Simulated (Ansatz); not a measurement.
Al$_{4}$Cr: reading a single point

```xyz
15
Lattice="5.1778 0.0000 0.0000 2.5889 -8.7409 0.0000 0.9224 0.0000 -5.0473" Properties=species:S:1:pos:R:3 pbc="T T T"
Cr    2.3784   -2.3906   -0.9645
Cr    4.9673   -6.3503   -0.9645
Al    1.3791    0.0000   -0.0242
Cr    4.7859    0.0000   -4.2927
Al    3.5347    0.0000   -1.8408
Al    4.9030   -2.0681   -0.3891
Al    2.3141   -6.6728   -0.3891
Al    3.6021   -2.1450   -3.4105
Al    6.1910   -6.5959   -3.4105
Al    1.0203   -1.3374   -2.7468
Al    3.6092   -7.4036   -2.7468
Al    5.9520   -4.0838   -2.2102
Al    3.3631   -4.6572   -2.2102
Al    7.2682   -4.3040   -4.6637
Al    4.6793   -4.4369   -4.6637
```

Method: m-r2SCAN, no spin polarisation; PAW, plane waves to 500 eV, 5×5×4 Γ-centred mesh, fermi-dirac occupations (width 0.1 eV) (Ansatz 0.2.0), atoms fixed.

Task: What happens at the Fermi level?

Result: It is a metal, with about 6.1 states/eV a cell as the mean within 0.25 eV of the Fermi level, mostly Cr d (71 %) and Al p (22 %).

Task: Is the cell too large or too small?

Result: The pressure is -4.6 GPa (compression positive), so with the atoms held at these fractions the cell would first shrink.

Task: Where is the largest force?

Result: The largest is on Al14 (and as large on other atoms): 0.28 eV/Å, components (0.00, -0.13, -0.25). It makes 88° with the line to a nearest neighbour, Al15 at 2.59 Å.

Origin: a database entry at a rescaled volume. Caveats: no spin polarisation, so a magnetic state may lie lower; the k mesh is coarse if the cell is a metal; m-r2SCAN is r2SCAN with a changed spin dependence that lowers moments.
